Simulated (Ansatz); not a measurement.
**Pressure against volume: Pd**

```cif
data_structure
_symmetry_space_group_name_H-M 'Fm-3m'
_symmetry_Int_Tables_number 225
_cell_length_a 3.8898
_cell_length_b 3.8898
_cell_length_c 3.8898
_cell_angle_alpha 90.000
_cell_angle_beta 90.000
_cell_angle_gamma 90.000
_cell_volume 58.85
loop_
_atom_site_label
_atom_site_type_symbol
_atom_site_symmetry_multiplicity
_atom_site_Wyckoff_symbol
_atom_site_fract_x
_atom_site_fract_y
_atom_site_fract_z
_atom_site_occupancy
Pd1 Pd 4 a 0.00000 0.00000 0.00000 1
```

The runs use the primitive cell with vectors (0.000, 1.945, 1.945), (1.945, 0.000, 1.945), (1.945, 1.945, 0.000) Å, to which the k mesh refers.

The geometry is COD entry 9008478, unchecked; take it as a test cell.

Spin polarisation is left out, and whether a magnetic state lies lower isn't shown here.

Levels of theory: DFT, LDA, all-electron LAPW, scalar-relativistic (Ansatz 0.2.0); DFT, LDA, PAW with Ansatz's default frozen-core files, scalar-relativistic (Ansatz 0.2.0).

For LAPW: a Γ-centred 18×18×18 k mesh, Fermi–Dirac smearing of 0.05 eV, basis error target 0.25 meV/atom, no spin polarisation. PAW takes a cutoff of 420 eV at this cell (files made with PBE, cores remade for this functional). The Ansatz runs share mesh, smearing and spin set-up. Plane-wave (PAW) pressures include the program's estimate of the Pulay term.

The cell above is scaled evenly, with fractional coordinates and shape held.

```json
{"V/V(cell)": "0.9400", "V (Å³/atom)": "13.831", "P, LAPW (GPa)": "5.48", "P, PAW (GPa)": "5.48"}
{"V/V(cell)": "0.9600", "V (Å³/atom)": "14.125", "P, LAPW (GPa)": "0.36", "P, PAW (GPa)": "0.37"}
{"V/V(cell)": "0.9800", "V (Å³/atom)": "14.419", "P, LAPW (GPa)": "-4.12", "P, PAW (GPa)": "-4.10"}
{"V/V(cell)": "0.9900", "V (Å³/atom)": "14.567", "P, LAPW (GPa)": "-6.15", "P, PAW (GPa)": "-6.13"}
{"V/V(cell)": "1.0000", "V (Å³/atom)": "14.714", "P, LAPW (GPa)": "-8.05", "P, PAW (GPa)": "-8.02"}
{"V/V(cell)": "1.0100", "V (Å³/atom)": "14.861", "P, LAPW (GPa)": "-9.82", "P, PAW (GPa)": "-9.79"}
{"V/V(cell)": "1.0200", "V (Å³/atom)": "15.008", "P, LAPW (GPa)": "-11.47", "P, PAW (GPa)": "-11.44"}
{"V/V(cell)": "1.0400", "V (Å³/atom)": "15.302", "P, LAPW (GPa)": "-14.46", "P, PAW (GPa)": "-14.42"}
{"V/V(cell)": "1.0600", "V (Å³/atom)": "15.597", "P, LAPW (GPa)": "-17.06", "P, PAW (GPa)": "-17.02"}
```

Q: What do Birch–Murnaghan fits to the pressures give?

A: LAPW: V0 = 14.15 Å³/atom, B0 = 228 GPa, B0′ = 5.4; PAW: V0 = 14.15 Å³/atom, B0 = 227 GPa, B0′ = 5.4.

PAW's V0 lies 0.01 % from the all-electron value and its B0 -0.2 %. Symmetry fixes shape and coordinates here, so this is the relaxed modulus.
